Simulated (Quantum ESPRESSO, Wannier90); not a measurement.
Wannier functions of ZnHgS$_{2}$ (R3m)

```
begin unit_cell_cart
ang
   -2.0183650588    3.4959108301    0.0000000000
   -4.0367301177    0.0000000000    0.0000000000
   -2.0183650588    1.1653036100    6.6503000000
end unit_cell_cart
begin atoms_frac
Zn   0.4991300000  0.4991300000 -0.4973900000
Hg   0.0028670000  0.0028670000 -0.0086010000
S    0.1313070000  0.1313070000 -0.3939210000
S   -0.3833200000 -0.3833200000  0.1499600000
end atoms_frac
```

Cell from Materials Project (mp-1215447), symmetrised, no further relaxation. Not found in the COD (Crystallography Open Database) copy used; not checked further. Computed values, not measurements, from PBEsol: Quantum ESPRESSO (norm-conserving PseudoDojo potentials, cutoff 68 Ry, spinors with spin-orbit coupling) on a Γ-centred 4×4×4 mesh, then Wannier90. Density: 10×10×10 mesh, Gaussian smearing 0.01 Ry. With spin-orbit coupling a semilocal functional can close or falsely invert a small gap; the band order was not checked against a better method. The gap is small at this level and was sampled on the meshes and a path alone.

A tight-binding model is made by disentanglement and projection with no localisation steps (num_iter = 0), so the 52 orbitals stay atom-like: hydrogen-like Zn: s;p;d; Hg: s;p;d; S: s;p, axes along x, y, z; frozen window up to 5.22 eV relative to the valence-band maximum. It follows pw.x to 13 meV rms for states up to 1.2 eV relative to the valence-band maximum. Matrix elements depend on this choice of orbitals and windows.

The 30 largest hoppings ⟨m,0|H|n,R⟩ between different sites (one of each Hermitian pair; signs follow the real orbitals' lobes; the list may end inside a set of equal values):

| m | n | R | distance of the centres (Å) | t (eV) | Im t (eV) |
|---|---|---|---|---|---|
| Zn1 pz↑ | S4 pz↑ | 1 1 -1 | 2.70 | 2.820 | 0.000 |
| Zn1 pz↓ | S4 pz↓ | 1 1 -1 | 2.70 | 2.820 | 0.000 |
| Zn1 pz↑ | S4 s↑ | 1 1 -1 | 2.59 | 2.416 | 0.000 |
| Zn1 pz↓ | S4 s↓ | 1 1 -1 | 2.59 | 2.416 | 0.000 |
| S3 pz↑ | Hg2 pz↑ | 0 0 0 | 2.86 | 2.412 | 0.000 |
| S3 pz↓ | Hg2 pz↓ | 0 0 0 | 2.86 | 2.412 | 0.000 |
| Zn1 s↑ | S4 pz↑ | 1 1 -1 | 2.45 | -2.318 | 0.000 |
| Zn1 s↓ | S4 pz↓ | 1 1 -1 | 2.45 | -2.318 | 0.000 |
| Zn1 py↑ | S3 py↑ | 1 0 0 | 2.72 | 2.302 | 0.000 |
| Zn1 py↓ | S3 py↓ | 1 0 0 | 2.72 | 2.302 | 0.000 |
| Zn1 py↑ | S3 s↑ | 1 0 0 | 2.62 | -2.034 | 0.000 |
| Zn1 py↓ | S3 s↓ | 1 0 0 | 2.62 | -2.034 | 0.000 |
| Zn1 s↑ | S3 py↑ | 1 0 0 | 2.53 | 1.971 | 0.000 |
| Zn1 s↓ | S3 py↓ | 1 0 0 | 2.53 | 1.971 | 0.000 |
| S3 pz↑ | Hg2 s↑ | 0 0 0 | 2.70 | -1.890 | 0.000 |
| S3 pz↓ | Hg2 s↓ | 0 0 0 | 2.70 | -1.890 | 0.000 |
| Hg2 py↑ | S4 py↑ | 1 0 0 | 2.83 | 1.839 | 0.000 |
| Hg2 py↓ | S4 py↓ | 1 0 0 | 2.83 | 1.839 | 0.000 |
| S3 s↑ | Hg2 pz↑ | 0 0 0 | 2.74 | 1.805 | 0.000 |
| S3 s↓ | Hg2 pz↓ | 0 0 0 | 2.74 | 1.805 | 0.000 |
| S3 s↑ | Zn1 px↑ | 0 0 0 | 2.53 | -1.762 | -0.003 |
| S3 s↓ | Zn1 px↓ | 0 0 0 | 2.53 | -1.762 | 0.003 |
| Zn1 px↑ | S3 s↑ | 0 1 0 | 2.53 | 1.762 | 0.003 |
| Zn1 px↓ | S3 s↓ | 0 1 0 | 2.53 | 1.762 | -0.003 |
| Hg2 s↑ | S4 py↑ | 1 0 0 | 2.67 | 1.750 | 0.000 |
| Hg2 s↓ | S4 py↓ | 1 0 0 | 2.67 | 1.750 | 0.000 |
| Zn1 s↑ | S3 px↑ | 0 1 0 | 2.49 | -1.707 | -0.002 |
| Zn1 s↓ | S3 px↓ | 0 1 0 | 2.49 | -1.707 | 0.002 |
| S3 px↑ | Zn1 s↑ | 0 0 0 | 2.49 | 1.707 | 0.002 |
| S3 px↓ | Zn1 s↓ | 0 0 0 | 2.49 | 1.707 | -0.002 |
